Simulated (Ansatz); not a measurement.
Input file for Ansatz (a quantum-chemistry and plane-wave program):

Ansatz 0.2 input:
```yaml
crystal:
  lattice:
    - [3.9586446756, 0.0, 0.0]
    - [-1.9793223378, 3.4282868536, 0.0]
    - [0.0, 0.0, 5.0325480235]
  atoms:
    - { symbol: Si, position: [0.3333333333, 0.6666666667, 0.1979050118] }
    - { symbol: Si, position: [0.6666666667, 0.3333333333, 0.8020949882] }
    - { symbol: Rh, position: [0.3333333333, 0.6666666667, 0.6735007463] }
    - { symbol: Rh, position: [0.6666666667, 0.3333333333, 0.3264992537] }
    - { symbol: Rh, position: [0.0, 0.0, 0.0] }
kpoints:
  mp_grid: { grid: [12, 12, 8] }
basis: { xc_grid: 2 }
hamiltonian:
  xc: pbesol
  pseudopotentials: { kind: paw }
scf:
  occupations: { method: gaussian, width: 0.05 }
checkpoint: { read: metal.run }
output: { write_density: true, elf: true, volumetric_format: npy }
```

Output (shortened):

```
Pseudopotential: Si, paw, valence charge 4
Pseudopotential: Rh, paw, valence charge 17
Functional definition: PBEsol
Crystal: 5 atoms, lattice volume = 68.299 Å³
Basis set: ecut = 420 eV, 1373 PW (Γ), exchange–correlation on 54×54×72 points (8 copies of the dense FFT grid, shifted against one another)
Bands: 36, of which v1, the nominal top of the filled ones, is band 30 counted from 1 (29 counted from 0)
Symmetry: 12 space group operations
Space group: P-3m1 (ITA 164), of the structure as read, at distance tolerance 4.1e-5 Å
k-points: 131 of 1152
Stability of the state it starts from, as read at its close in the unpolarized treatment …
iter 1 solved again at ethr=4.53e-7 eV; its pass at ethr=3.10e-3 eV (dr2=2.67e-4 eV) is discarded
SCF iter   1: F=—  HF=-20263.518291 eV  |F-HF|=—  |Δ(HF+E_count)|=         —  Δρ=1.19e-6  dr2=5.18e-10  ethr=4.53e-7  ⟨swp⟩=3.2  Hψ=31701  notcnv=0
preconditioner: auto → Kerker (q_TF=auto, 2.663 Å⁻¹)
SCF iter   2: F=—  HF=-20263.518291 eV  |F-HF|=—  |Δ(HF+E_count)|=   5.28e-7  Δρ=5.14e-7  dr2=6.10e-11  ethr=1.00e-12  ⟨swp⟩=7.6  Hψ=22258  notcnv=0
SCF iter   3: F=-20263.518291 eV  HF=-20263.518291 eV  |F-HF|=1.46e-11  |Δ(HF+E_count)|=  7.28e-12  Δρ=3.49e-7  dr2=3.07e-11  ethr=1.00e-12  ⟨swp⟩=1.0  Hψ=9975  notcnv=0
SCF 1 converged in 3 iterations: F = -20263.518291 eV  dr2 = 3.07e-11
SCF converged after 3 iterations
Free energy (F): -20263.518291 eV
Harris-Foulkes:  -20263.518291 eV  (|F-HF|=1.46e-11)
Internal energy: -20263.516464 eV  (E = F + TS)
E sigma→0 (E₀):  -20263.517378 eV
Entropy (-TS):   -0.001827 eV (-0.365 meV/atom)
Fermi energy:    17.671325 eV
--- Per-component energies (eV) ---
  E_band       = -403.767711
  E_kinetic    = 1819.878139
  E_local      = -6140.316836  (includes V_loc(G=0)·N_el)
  E_nonlocal   = 1120.422934
  E_hartree    = 2278.584164
  E_xc         = -778.166135
  E_vxc        = -936.812041  (∫ρ·V_xc dr)
  E_paw        = -11571.815854  (= ΣΔE_a)
  E_vpaw       = -824.110756  (= ΣTr[D̂ρ^β])
  E_aug_tail   = 0.002621  (compensation charges beyond the density's cutoff)
  E_ewald      = -6992.997217
  E_core_change = 0.891720  (= ΣΔE_core)
  E_smearing   = -0.001827  (= −TS)
  E_closure    = 0.000000  (closes the sum)
  Σ components = -20263.518291   (vs F -20263.518291, Δ=0.00e0)
  [band-id]    e_kinetic+e_local+e_nonlocal+2·e_hartree+e_vxc+e_vpaw+e_augmentation_tail = -403.767611   (vs E_band -403.767711, Δ=9.97e-5)
--- Band table (eV; the first three rows and the last of 131) ---
  k-point 0: bands = ["-60.8520", "-60.8209", "-60.7637", "-28.9100", "-28.8756", "-28.8756", "-28.8353", "-28.8112", "-28.8112", "-28.6962", "-28.6962", "-28.5270", "5.8089", "9.5363", "11.8461", "11.8537", "11.8537", "12.6998", "12.6998", "13.2009", …
  k-point 1: bands = ["-60.8513", "-60.8220", "-60.7633", "-28.9117", "-28.8800", "-28.8800", "-28.8328", "-28.8037", "-28.8037", "-28.6993", "-28.6993", "-28.5281", "5.8924", "9.4648", "11.7138", "11.7556", "11.7556", "12.7400", "12.7400", "13.3439", …
  k-point 2: bands = ["-60.8492", "-60.8249", "-60.7624", "-28.9156", "-28.8882", "-28.8882", "-28.8270", "-28.7864", "-28.7864", "-28.7084", "-28.7084", "-28.5305", "6.1228", "9.2160", "11.4843", "11.5709", "11.5709", "12.8631", "12.8631", "13.5869", …
  k-point 130: bands = ["-60.8328", "-60.8328", "-60.7701", "-28.9728", "-28.9728", "-28.8604", "-28.7815", "-28.7815", "-28.7299", "-28.7299", "-28.7243", "-28.5155", "8.9156", "8.9156", "11.6069", "11.6280", "11.6280", "13.4786", "13.4786", "13.9857", …
```

Cost: roughly 5 core-seconds on shared cores.

The workflow started from a Materials Project entry (that database holds measured and hypothetical structures alike); the Crystallography Open Database copy checked does not list it. Its standing as an ambient phase is unchecked. Symmetry was held in the PBEsol relaxation; whether a distortion lowers the energy is not shown. The run is not spin-polarised. Spin–orbit coupling is left out wherever it is not named.

Potentials: the later of the program's two PAW sets.

Ansatz is a plane-wave DFT program.
